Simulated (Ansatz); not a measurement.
# What moves the field gradients of LiH4IO2?

Cell of run 1: a structure deposited in the COD, ions relaxed with PBE at fixed cell.

Space group P-1 (No. 2); a = 5.4540, b = 6.8420, c = 6.9700 Å, α = 61.90°, β = 80.72°, γ = 67.02°.

```
site  Wyckoff  site symmetry       x       y       z
  Li       2i              1  0.2961  0.4074  0.4840
  H3       2i              1  0.9426  0.7448  0.1555
  H5       2i              1  0.0202  0.8497  0.2827
  H7       2i              1  0.5898  0.6037  0.1579
  H9       2i              1  0.7728  0.3470  0.3009
   I       2i              1  0.2486  0.1320  0.2200
 O13       2i              1  0.9870  0.7091  0.3032
 O15       2i              1  0.6134  0.4771  0.3088
```

One atom of each set is listed.

All runs are DFT with Ansatz 0.2.0 (plane waves and PAW, scalar-relativistic unless spin–orbit coupling is named, Γ-centred meshes, Fermi–Dirac smearing where given) in this cell.

Run 1: PBE, atoms relaxed; 420 eV, 5×4×4 k-points, smearing 0.02 eV.
Run 2: r2SCAN, at the relaxed atoms; 500 eV, 5×4×4 k-points, smearing 0.02 eV.
Run 3: PBE with spin–orbit coupling, at the relaxed atoms; 420 eV, 5×4×4 k-points, smearing 0.02 eV.

Q: What does each run give, and what moves the gradients most?

A: 

| run | I V_zz (η) | O13 V_zz (η) | O15 V_zz (η) |
| --- | --- | --- | --- |
| 1 | -5.42 (0.70) | -13.84 (0.77) | -13.91 (0.76) |
| 2 | -4.82 (0.96) | -14.29 (0.76) | -14.35 (0.76) |
| 3 | -5.41 (0.70) | -13.84 (0.77) | -13.91 (0.76) |

V_zz in 10²¹ V/m²; 3 of the 8 sets of like atoms are followed. Against run 1, the gradient tensors on these sites move by at most 0.86 in run 2 (I), 0.01 in run 3. Taken one at a time, the functional (r2SCAN with its higher cutoff) moves the tensors on these sites by up to 0.86 (largest principal value of the change, on I), spin–orbit coupling by 0.01.

With these PAW files V_zz is typically within 2 to 3 % of all-electron values, but misses above 10 % occur on I. In run 2 the atoms aren't at the calculated equilibrium (largest force 0.48 eV/Å). The entry's hydrogen positions were far off; the other atoms hardly move on relaxation.
